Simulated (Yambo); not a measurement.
Input:

```
K3CoF6
1.0
    0.00000     4.27667     4.27667
    4.27667     0.00000     4.27667
    4.27667     4.27667     0.00000
F K Co
6 3 1
Cartesian
  1.83888   4.27667   4.27667
  6.71445   4.27667   4.27667
  4.27667   1.83888   4.27667
  4.27667   6.71445   4.27667
  4.27667   4.27667   1.83888
  4.27667   4.27667   6.71445
  2.13833   2.13833   2.13833
  6.41500   6.41500   6.41500
  4.27667   4.27667   4.27667
  0.00000   0.00000   0.00000
```

Workflow: LDA (Quantum ESPRESSO, PseudoDojo norm-conserving, 96 Ry, no spin-orbit coupling), then G0W0 in Yambo (2×2×2 Γ-centred k mesh, bands 5 to 303 and a 8 Ry block in the screening, 303 bands in G with the Bruneval-Gonze terminator, plasmon pole fitted at 27.2 eV).

Task: Give the LDA and G0W0 gaps between the band edges found on this mesh, and say where the edges lie.

Result: Edges: X → X. LDA: 1.18 eV; G0W0: 4.93 eV. Nearest settings tried, and what they do to the gap: 237 bands in W, 237 bands in G: +9 meV; 6 Ry block (283 vectors against 459): +177 meV; 4×4×4 mesh: +10 meV. So the settings aren't converged at that level. The k mesh is coarse. The 3d shell has no Hubbard U; the runs are without spin polarisation, and magnetic order was not tried.

Geometry of the Materials Project entry, not relaxed at this level.

The structure is a Materials Project entry; no match was found in the copy of COD used, and its stability was not checked.
